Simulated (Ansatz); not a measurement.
Below is a relaxed structure of SrAl5. The cell was found from a structure generator's guess, not taken from experiment.

Theory: Ansatz, DFT PBE, scalar-relativistic, plane waves, PAW. Cutoff 420 eV, Γ-centred mesh, Gaussian smearing, no spin polarisation.

```
CELL_PARAMETERS angstrom
0.00000 3.98906 3.98906
3.98906 0.00000 3.98906
3.98906 3.98906 0.00000
ATOMIC_POSITIONS crystal
Sr 0.50000 0.50000 0.50000
Al 0.62703 0.12432 0.12432
Al 0.12432 0.62703 0.12432
Al 0.12432 0.12432 0.62703
Al 0.12432 0.12432 0.12432
Al 0.75000 0.75000 0.75000
```

Formation energies are uncorrected and refer to the elements' standard structures at the same level.

Question: Find its symmetry and describe it.

Answer: F-43m (No. 216). Conventional cell: a = 7.978 Å. Sr is surrounded by 16 Al at 3.31–3.45 Å; around Al on a site of symmetry 3m lie 6 Al at 2.81–2.84 Å, 3 Al at 3.31 Å and 3 Sr at 3.31 Å; around Al on a site of symmetry -43m lie 12 Al at 3.31 Å and 4 Sr at 3.45 Å.

Question: How far does it lie from the elements in energy?

Answer: +0.02 eV/atom. The formation energy is too near zero to say whether this cell lies below the elements.

Question: Is it a metal?

Answer: Yes, bands cross the Fermi level on the 8×8×8 mesh.

The last run used an 8×8×8 mesh for its 6-atom cell and Gaussian smearing of 0.10 eV. For metals, differences of a few meV/atom aren't resolved. A structure relaxed within its symmetry needn't be a true minimum.
